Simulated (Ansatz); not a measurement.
Electric field gradients in InF₃

All numbers below come from DFT LDA, scalar-relativistic, plane waves, PAW (Ansatz 0.2.0). Plane waves to 420 eV; Γ-centred k mesh 6×6×6; fixed occupations. No spin polarisation.

Relaxed structure:
```
CELL_PARAMETERS angstrom
2.54184 1.46753 4.85285
-2.54184 1.46753 4.85285
0.00000 -2.93506 4.85285
ATOMIC_POSITIONS crystal
In 0.00000 0.00000 0.00000
In 0.50000 0.50000 0.50000
F 0.90410 0.59590 0.25000
F 0.25000 0.90410 0.59590
F 0.59590 0.25000 0.90410
F 0.09590 0.40410 0.75000
F 0.75000 0.09590 0.40410
F 0.40410 0.75000 0.09590
```

Spin–orbit coupling is left out, which matters for gradients at heavy nuclei.

**Question.** Give V_zz (10²¹ V/m²) and the asymmetry η at each distinct site.

**Answer.**
```csv
atom,V_zz,η
In (atom 1),-2.12,0.00
F (atom 3),11.92,0.34
```

Cost: 1 run of about 0.12 core-minutes, on Oxide Virtual Turin-like Processor (Zen 5) (shared hosts).